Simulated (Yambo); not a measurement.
G0W0@LDA for Li₂SiS₃ (space group Cmc2_1, No. 36) in Yambo. Reference settings: 2×2×2 Γ-centred k mesh, bands 5 to 324 and a 7 Ry block in the screening, 324 bands in G with the Bruneval-Gonze terminator, plasmon pole fitted at 27.2 eV. The LDA gap (0, 0, -0.5) → (0, 0, -0.5) on this mesh is 3.09 eV; G0W0 gaps are taken between the same points.

The settings were changed. The gap went from 4.90 eV to 4.91 eV, and the shift of the valence edge from -1.11 eV to -1.01 eV.

Task: What was changed between the two runs?
A. 2 Ry block
B. 116 bands in G, no terminator
C. no terminator
D. 116 bands in W, 116 bands in G

Result: C, no terminator. The others gave (gap, valence shift): 116 bands in W, 116 bands in G: 4.94, -0.84 eV; 2 Ry block: 4.75, -0.67 eV; 116 bands in G, no terminator: 4.92, -0.60 eV.

Geometry of the Materials Project entry, not relaxed at this level; primitive cell a = b = 6.7220 Å, c = 5.9639 Å, α = β = 90.00°, γ = 60.22°.

The structure is a Materials Project entry; no match was found in the copy of COD used, and its stability was not checked.

A shift is the quasiparticle energy of the state minus its LDA energy.
